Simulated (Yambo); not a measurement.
AgI (zinc blende, space group F-43m, No. 216), G0W0@PBEsol in Yambo with this input:

```
rim_cut
gw0
dyson
el_el_corr
HF_and_locXC
ppa
em1d
RandQpts= 1000000
RandGvec= 1 Ry
EXXRLvcs= 82 Ry
VXCRLvcs= 328 Ry
Chimod= "HARTREE"
% BndsRnXp
 5 | 129 |
%
NGsBlkXp= 8 Ry
% LongDrXp
 1.0 | 1.0 | 1.0 |
%
PPAPntXp= 27.2114 eV
% GbndRnge
 1 | 129 |
%
GTermKind= "BG"
DysSolver= "n"
ExtendOut
```

On a 4×4×4 mesh, with wavefunctions cut at 82 Ry, the gap (Γ → Γ) is 2.379 eV and the valence edge shifts by -0.843 eV.

Task: What happens with this change: wavefunctions cut at 30 Ry?

Result: The gap falls by 0.051 eV, to 2.328 eV; the shift of the valence edge becomes -0.798 eV. Neither run is shown to be the converged limit.

Spin-orbit coupling is not included.

Geometry relaxed with PBEsol; primitive cell a = b = c = 4.5578 Å, α = β = γ = 60.00°.

A shift is the quasiparticle energy of the state minus its PBEsol energy.
